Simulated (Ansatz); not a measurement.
Input and command of a plane-wave DFT calculation in Ansatz:

```yaml
crystal:
  lattice:
    - [2.7322169471, 0.0, 0.0]
    - [-1.3661084736, 2.3661692849, 0.0]
    - [0.0, 0.0, 4.50626927]
  atoms:
    - { symbol: Si, position: [0.3333333333, 0.6666666667, 0.25] }
    - { symbol: Si, position: [0.6666666667, 0.3333333333, 0.75] }
basis:
  ecutwfc: 500
kpoints:
  mp_grid: { grid: [24, 24, 10] }
hamiltonian:
  xc: r2scan
scf:
  occupations: { method: gaussian, width: 0.15 }
output:
  forces: true
  stress: true
  eigenvalues: true
```

```bash
ansatz run input.yaml --threads 1 --pin off --max-ram 2560MiB --backend cpu --events-out ev --progress --plain --runs-dir out
```

Processor: Arm Neoverse V2, 1 thread, on a host shared with other jobs.

**Question.** How long does it run, and how much memory does it take?

**Answer.** About 11 s on 1 thread of Arm Neoverse V2 (shared host), peak memory 0.43 GiB. It solves 8 bands at 366 k points (the mesh reduced by the symmetry that the task leaves, which can be less than the crystal's) with about 713 plane waves, in 6 SCF iterations.
